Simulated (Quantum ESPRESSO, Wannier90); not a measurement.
**Wannierisation of MgH$_{2}$ (rutile)**

Structure: Materials Project mp-23710, symmetrised, not relaxed again. COD (Crystallography Open Database) has an entry of this formula and space group (matched by these alone). Level: LDA, no spin polarisation, no spin-orbit coupling; pw.x of Quantum ESPRESSO at 68 Ry with PseudoDojo potentials, 8×8×10 k-points, Wannier90. Density: 8×8×10 mesh, cold smearing 0.01 Ry.

On the energy scale of pw.x, whose zero is arbitrary, the valence-band maximum lies at 1.88 eV.

Input w.win:

```
num_bands = 4
num_wann = 4
exclude_bands = 1-8,13-29
num_iter = 1000
conv_tol = 1.0e-6
conv_window = 4
write_hr = true
write_u_matrices = true
begin projections
f=0.0306,-0.3094,-0.2148:s
f=0.3396,0.2189,0.3590:s
f=-0.1232,-0.2637,-0.2264:s
f=0.1083,-0.0984,-0.4576:s
end projections
begin unit_cell_cart
ang
    4.4766900000    0.0000000000    0.0000000000
    0.0000000000    4.4766900000    0.0000000000
    0.0000000000    0.0000000000    2.9925400000
end unit_cell_cart
begin atoms_frac
Mg   0.5000000000  0.5000000000  0.5000000000
Mg   0.0000000000  0.0000000000  0.0000000000
H   -0.3044300000 -0.3044300000  0.0000000000
H    0.3044300000  0.3044300000  0.0000000000
H   -0.1955700000  0.1955700000  0.5000000000
H    0.1955700000 -0.1955700000  0.5000000000
end atoms_frac
mp_grid = 8 8 10
begin kpoints
0.0000000000 0.0000000000 0.0000000000
0.0000000000 0.0000000000 0.1000000000
0.0000000000 0.0000000000 0.2000000000
... (637 more lines: the 8x8x10 mesh through Gamma)
end kpoints
```

Input of pw2wannier90.x that gives the overlap and projection files (equivalent; here they were cut from one run over all bands):

```
&inputpp
  outdir = './out'
  prefix = 'pwscf'
  seedname = 'w'
  write_amn = .true.
  write_mmn = .true.
/
```

Output w.wout (banner and timings cut):

```
                                    ------
                                    SYSTEM
                                    ------

                              Lattice Vectors (Ang)
                    a_1     4.476690   0.000000   0.000000
                    a_2     0.000000   4.476690   0.000000
                    a_3     0.000000   0.000000   2.992540

                   Unit Cell Volume:      59.97276  (Ang^3)

                        Reciprocal-Space Vectors (Ang^-1)
                    b_1     1.403534   0.000000   0.000000
                    b_2     0.000000   1.403534   0.000000
                    b_3     0.000000   0.000000   2.099616

 *----------------------------------------------------------------------------*
 |   Site       Fractional Coordinate          Cartesian Coordinate (Ang)     |
 +----------------------------------------------------------------------------+
 | mg   1   0.50000   0.50000   0.50000   |    2.23834   2.23834   1.49627    |
 | mg   2   0.00000   0.00000   0.00000   |    0.00000   0.00000   0.00000    |
 | h    1  -0.30443  -0.30443   0.00000   |   -1.36284  -1.36284   0.00000    |
 | h    2   0.30443   0.30443   0.00000   |    1.36284   1.36284   0.00000    |
 | h    3  -0.19557   0.19557   0.50000   |   -0.87551   0.87551   1.49627    |
 | h    4   0.19557  -0.19557   0.50000   |    0.87551  -0.87551   1.49627    |
 *----------------------------------------------------------------------------*
                                ------------
                                K-POINT GRID
                                ------------

             Grid size =  8 x  8 x 10      Total points =  640

 *---------------------------------- MAIN ------------------------------------*
 |  Number of Wannier Functions               :                 4             |
 |  Number of Objective Wannier Functions     :                 4             |
 |  Number of input Bloch states              :                 4             |
 |  Output verbosity (1=low, 5=high)          :                 1             |
 |  Timing Level (1=low, 5=high)              :                 1             |
 |  Optimisation (0=memory, 3=speed)          :                 3             |
 |  Length Unit                               :               Ang             |
 |  Post-processing setup (write *.nnkp)      :                 F             |
 |  Using Gamma-only branch of algorithms     :                 F             |
 *----------------------------------------------------------------------------*
 *------------------------------- WANNIERISE ---------------------------------*
 |  Total number of iterations                :              1000             |
 |  Number of CG steps before reset           :                 5             |
 |  Trial step length for line search         :             2.000             |
 |  Convergence tolerence                     :         0.100E-05             |
 |  Convergence window                        :                 4             |
 |  Iterations between writing output         :                 1             |
 |  Iterations between backing up to disk     :               100             |
 |  Write r^2_nm to file                      :                 F             |
 |  Write xyz WF centres to file              :                 F             |
 |  Write on-site energies <0n|H|0n> to file  :                 F             |
 |  Use guiding centre to control phases      :                 F             |
 |  Use phases for initial projections        :                 F             |
 *----------------------------------------------------------------------------*
 *-------------------------------- PLOTTING ----------------------------------*
 |  Plotting Hamiltonian in WF basis          :                 T             |
 *----------------------------------------------------------------------------*

 *---------------------------------- K-MESH ----------------------------------*
 +----------------------------------------------------------------------------+
 |                    Distance to Nearest-Neighbour Shells                    |
 |                    ------------------------------------                    |
 |          Shell             Distance (Ang^-1)          Multiplicity         |
 |          -----             -----------------          ------------         |
 |             1                   0.175442                      4            |
 |             2                   0.209962                      2            |
 |             3                   0.248112                      4            |
 |             4                   0.273612                      8            |
 |             5                   0.325028                      8            |
 |             6                   0.350883                      4            |
 |             7                   0.392300                      8            |
 |             8                   0.408905                      8            |
       ... (lines left out)
 +----------------------------------------------------------------------------+
 | The b-vectors are chosen automatically                                     |
 | The following shells are used:                       1,  2                 |
 +----------------------------------------------------------------------------+
 |                        Shell   # Nearest-Neighbours                        |
 |                        -----   --------------------                        |
 |                          1               4                                 |
 |                          2               2                                 |
 +----------------------------------------------------------------------------+
 | Completeness relation is fully satisfied [Eq. (B1), PRB 56, 12847 (1997)]  |
 +----------------------------------------------------------------------------+
 |                  b_k Vectors (Ang^-1) and Weights (Ang^2)                  |
 |                  ----------------------------------------                  |
 |            No.         b_k(x)      b_k(y)      b_k(z)        w_b           |
 |            ---        --------------------------------     --------        |
 |             1         0.000000    0.175442    0.000000    16.244423        |
 |             2         0.175442    0.000000    0.000000    16.244423        |
 |             3         0.000000   -0.175442    0.000000    16.244423        |
 |             4        -0.175442    0.000000    0.000000    16.244423        |
 |             5         0.000000    0.000000    0.209962    11.342014        |
 |             6         0.000000    0.000000   -0.209962    11.342014        |
 +----------------------------------------------------------------------------+
 |                           b_k Directions (Ang^-1)                          |
 |                           -----------------------                          |
 |            No.           x           y           z                         |
 |            ---        --------------------------------                     |
 |             1         0.000000    0.175442    0.000000                     |
 |             2         0.175442    0.000000    0.000000                     |
 |             3         0.000000    0.000000    0.209962                     |
 +----------------------------------------------------------------------------+

 Starting a new Wannier90 calculation ...

 Reading overlaps from w.mmn

 Reading projections from w.amn

 *------------------------------- WANNIERISE ---------------------------------*
 +--------------------------------------------------------------------+<-- CONV
 | Iter  Delta Spread     RMS Gradient      Spread (Ang^2)            |<-- CONV
 +--------------------------------------------------------------------+<-- CONV

 ------------------------------------------------------------------------------
 Initial State
  WF centre and spread    1  ( -0.340143, -0.378372, -1.207735 )    19.98924920
  WF centre and spread    2  (  1.524147,  1.384484,  0.206525 )     4.35498165
  WF centre and spread    3  ( -1.310503, -0.950853, -0.285786 )     4.87288139
  WF centre and spread    4  (  0.314524, -0.489977, -1.413564 )     4.78409543
  Sum of centres and spreads (  0.188025, -0.434717, -2.700561 )    34.00120766

      0     0.340E+02     0.0000000000       34.0012076606  <-- CONV
        O_D=     13.4984744 O_OD=     14.8512602 O_TOT=     34.0012077 <-- SPRD
 ------------------------------------------------------------------------------
      1    -0.514E+01     6.5684343489       28.8629000971  <-- CONV
        O_D=      8.3306914 O_OD=     14.8807356 O_TOT=     28.8629001 <-- SPRD
      2    -0.400E+01     2.4667620032       24.8664606805  <-- CONV
        O_D=      4.8543249 O_OD=     14.3606628 O_TOT=     24.8664607 <-- SPRD
      3    -0.359E+01     1.6148362829       21.2778734252  <-- CONV
        O_D=      3.5257164 O_OD=     12.1006840 O_TOT=     21.2778734 <-- SPRD
      4    -0.192E+01     1.5908520235       19.3533591172  <-- CONV
        O_D=      2.6791100 O_OD=     11.0227761 O_TOT=     19.3533591 <-- SPRD
      5    -0.146E+01     1.4263655658       17.8936330171  <-- CONV
        O_D=      2.2381725 O_OD=     10.0039875 O_TOT=     17.8936330 <-- SPRD
       ... (lines left out)
    100    -0.733E-03     0.7106017223        8.5862987135  <-- CONV
        O_D=      0.0205656 O_OD=      2.9142601 O_TOT=      8.5862987 <-- SPRD
       ... (lines left out)
    200    -0.102E-03     0.6018731984        8.4923790107  <-- CONV
        O_D=      0.0182201 O_OD=      2.8226858 O_TOT=      8.4923790 <-- SPRD
       ... (lines left out)
    300    -0.779E-04     0.3371651465        8.4611868926  <-- CONV
        O_D=      0.0177702 O_OD=      2.7919437 O_TOT=      8.4611869 <-- SPRD
       ... (lines left out)
    400    -0.270E-03     1.5050749177        8.4396724267  <-- CONV
        O_D=      0.0174483 O_OD=      2.7707511 O_TOT=      8.4396724 <-- SPRD
       ... (lines left out)
    500    -0.652E-03     0.0210438311        5.6861660836  <-- CONV
        O_D=      0.0042705 O_OD=      0.0304225 O_TOT=      5.6861661 <-- SPRD
       ... (lines left out)
    517    -0.342E-06     0.0005194753        5.6853212334  <-- CONV
        O_D=      0.0040238 O_OD=      0.0298243 O_TOT=      5.6853212 <-- SPRD
    518    -0.186E-06     0.0003632475        5.6853210474  <-- CONV
        O_D=      0.0040238 O_OD=      0.0298242 O_TOT=      5.6853210 <-- SPRD
    519    -0.128E-06     0.0002774075        5.6853209192  <-- CONV
        O_D=      0.0040239 O_OD=      0.0298240 O_TOT=      5.6853209 <-- SPRD
             <<<     Delta < 1.000E-06  over  4 iterations     >>>
             <<< Wannierisation convergence criteria satisfied >>>
 Final State
  WF centre and spread    1  ( -0.857865,  0.857865, -1.496270 )     1.42147540
  WF centre and spread    2  (  1.380482,  1.380482,  0.000000 )     1.42132951
  WF centre and spread    3  ( -1.380482, -1.380482,  0.000000 )     1.42133059
  WF centre and spread    4  (  0.857862, -0.857862, -1.496270 )     1.42118543
  Sum of centres and spreads ( -0.000002,  0.000002, -2.992540 )     5.68532092

         Spreads (Ang^2)       Omega I      =     5.651473043
        ================       Omega D      =     0.004023857
                               Omega OD     =     0.029824019
    Final Spread (Ang^2)       Omega Total  =     5.685320919
```
